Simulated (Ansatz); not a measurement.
The cell is COD entry 9012723, as deposited and not checked against the literature; nothing was relaxed.

An input for Ga: DFT, PBEsol, all-electron LAPW, scalar-relativistic (Ansatz 0.2.0).

Command: `ansatz run input.yaml --threads 1 --pin off --max-ram 3072MiB --backend cpu --events-out ev --progress --plain --runs-dir out` The run took 16 s on 1 thread of Intel(R) Xeon(R) Platinum 8488C (Sapphire Rapids), with other jobs on the host, peak memory 0.42 GiB.

```yaml
crystal:
  lattice:
    - [-1.404, 1.404, 2.229]
    - [1.404, -1.404, 2.229]
    - [1.404, 1.404, -2.229]
  atoms:
    - { symbol: Ga, position: [0.0, 0.0, 0.0] }
kpoints:
  mp_grid: { grid: [16, 16, 16] }
  band_path:
    path:
      - [0.0, 0.0, 0.0]
      - [0.0, 0.0, 0.5]
      - [0.25, 0.25, 0.25]
      - [0.0, 0.5, 0.0]
      - [0.0, 0.0, 0.0]
      - [0.5, 0.5, -0.5]
      - [0.3491868475, 0.6508131525, -0.3491868475]
      - [-0.3491868475, 0.3491868475, 0.3491868475]
      - [0.0, 0.0, 0.0]
    npoints: 14
scf:
  occupations: { method: fermi_dirac, width: 0.03 }
hamiltonian:
  xc: pbesol
  pseudopotentials: { kind: all_electron, lapw: { basis_error: 0.001 } }
output:
  forces: true
  stress: true
  eigenvalues: true
  populations: true
  dos: { projected: true, de: 0.2, e_range: [-14, 8] }
```

Set-up and iterations as logged by Ansatz (the results part is left out, to be predicted):

```
Ga: projections on atomic orbitals take those of the free atom 1s2 2s2 2p6 3s2 3p6 3d10 4s2 4p1, of charge +0.00 (hamiltonian.pseudopotentials.projection_atoms)
LAPW: plane waves up to 7.759 Å⁻¹, error target 1.0e-3 eV per atom; small_component_spin mean_spin; Ga in spheres of 1.404 Å, 21 of its electrons in bands, Dirac shells []
Engine: ansatz 0.2.0
Pseudopotentials: kind: all_electron
Pseudopotential: Ga, LAPW, valence charge 21, Koelling and Harmon's equation, gaussian nucleus
Functional definition: PBEsol
  exchange = pbesol_x
  correlation = pbesol_c
Crystal: 1 atoms, lattice volume = 17.575 Å³
Basis set: ecut = 229.34747180135403 eV, 145 PW (Γ), exchange–correlation at level 2
Bands: 15, of which v1, the nominal top of the filled ones, is band 11 counted from 1 (10 counted from 0)
Symmetry: 16 space group operations
Space group: I4/mmm (ITA 139), of the structure as read, at distance tolerance 2.6e-5 Å
k-points: 349 of 4096
Non-local potential: Ga, projectors of the file, none
Initial density: superposition of atomic densities (chi_scale 0.1, normalization cell)
Initial wavefunctions: plane waves of lowest kinetic energy (no species holds an atomic orbital)
Functional: x = pbesol(κ = 0.804, μ = 0.12345679012345678), c = pbesol(β = 0.046)
iter 1 solved again at ethr=4.54e-5 eV; its pass at ethr=1.00e-1 eV (dr2=9.53e-3 eV) is discarded
SCF iter   1: F=—  HF=-52860.074607 eV  |F-HF|=—  |Δ(HF+E_count)|=         —  Δρ=9.72e-3  dr2=9.57e-3  ethr=4.54e-5  ⟨swp⟩=3.2  Hψ=36439  notcnv=0
SCF iter   2: F=—  HF=-52860.039849 eV  |F-HF|=—  |Δ(HF+E_count)|=   3.48e-2  Δρ=5.23e-3  dr2=3.28e-3  ethr=4.54e-5  ⟨swp⟩=2.0  Hψ=16362  notcnv=0
SCF iter   3: F=—  HF=-52860.032964 eV  |F-HF|=—  |Δ(HF+E_count)|=   6.89e-3  Δρ=2.98e-3  dr2=1.02e-3  ethr=1.56e-5  ⟨swp⟩=2.0  Hψ=14810  notcnv=0
SCF iter   4: F=—  HF=-52860.032097 eV  |F-HF|=—  |Δ(HF+E_count)|=   8.67e-4  Δρ=1.21e-3  dr2=1.69e-4  ethr=4.88e-6  ⟨swp⟩=2.0  Hψ=14809  notcnv=0
iter 5 solved again at ethr=3.13e-8 eV; its pass at ethr=8.05e-7 eV (dr2=6.57e-6 eV) is discarded
SCF iter   5: F=—  HF=-52860.031955 eV  |F-HF|=—  |Δ(HF+E_count)|=   1.42e-4  Δρ=2.37e-4  dr2=6.57e-6  ethr=3.13e-8  ⟨swp⟩=2.0  Hψ=25114  notcnv=0
SCF iter   6: F=—  HF=-52860.031950 eV  |F-HF|=—  |Δ(HF+E_count)|=   5.25e-6  Δρ=2.33e-5  dr2=6.37e-8  ethr=3.13e-8  ⟨swp⟩=2.0  Hψ=14809  notcnv=0
SCF iter   7: F=-52860.031949 eV  HF=-52860.031949 eV  |F-HF|=1.96e-10  |Δ(HF+E_count)|=   4.83e-8  Δρ=1.17e-6  dr2=1.60e-10  ethr=3.03e-10  ⟨swp⟩=2.0  Hψ=14809  notcnv=0
```

Question: What pressure will this run report?

Answer: 0.64 GPa (positive in compression).

Question: Is there a band gap?

Answer: none: with an odd electron count and no spin polarisation the bands can't all be full, a metal in this set-up (spin order or a larger cell could open a gap).
